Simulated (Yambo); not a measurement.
A G0W0@PBEsol run in Yambo for WO3 (space group Cmcm, No. 63) (4×4×2 Γ-centred k mesh, bands 3 to 178 and a 7 Ry block in the screening, 178 bands in G with the Bruneval-Gonze terminator, plasmon pole fitted at 27.2 eV) gives these matrix elements, in eV, at the band edges ((-0.5, -0.5, 0) → Γ):

```json
[
 {"state": "valence edge", "E0": "0.000", "<Vxc>": "-20.245", "<Σx>": "-25.201", "<Σc(E0)>": "4.867", "Z": "0.749"},
 {"state": "conduction edge", "E0": "0.693", "<Vxc>": "-16.429", "<Σx>": "-11.523", "<Σc(E0)>": "-3.849", "Z": "0.805"}
]
```

Solve the linearised quasiparticle equation for both states, give the gap, and say how exchange and correlation each act on it.

E = E0 + Z(Σx + Σc − Vxc). Valence: 0.000 + 0.749 × (-25.201 + (4.867) − (-20.245)) = -0.07 eV. Conduction: 0.693 + 0.805 × (-11.523 + (-3.849) − (-16.429)) = 1.54 eV. The gap is 1.61 eV, against 0.69 eV in PBEsol. Replacing Vxc by bare exchange alone would open it by 9.86 eV; correlation takes back 8.72 eV of that, and Z scales what is left. Nearest settings tried, and what they do to the gap: 119 bands in G: +14 meV; 90 bands in W: +111 meV; 6 Ry block (191 vectors against 245): -12 meV; 2×2×1 mesh: -85 meV. So the settings aren't converged at that level. Spin-orbit coupling is left out, which matters for elements this heavy: edges can move by tenths of an eV.

Geometry of the Materials Project entry, not relaxed at this level; primitive cell a = b = 3.875 Å, c = 7.698 Å, α = β = 90.00°, γ = 90.03°.

The structure is a Materials Project entry; no match was found in the copy of COD used, and its stability was not checked.
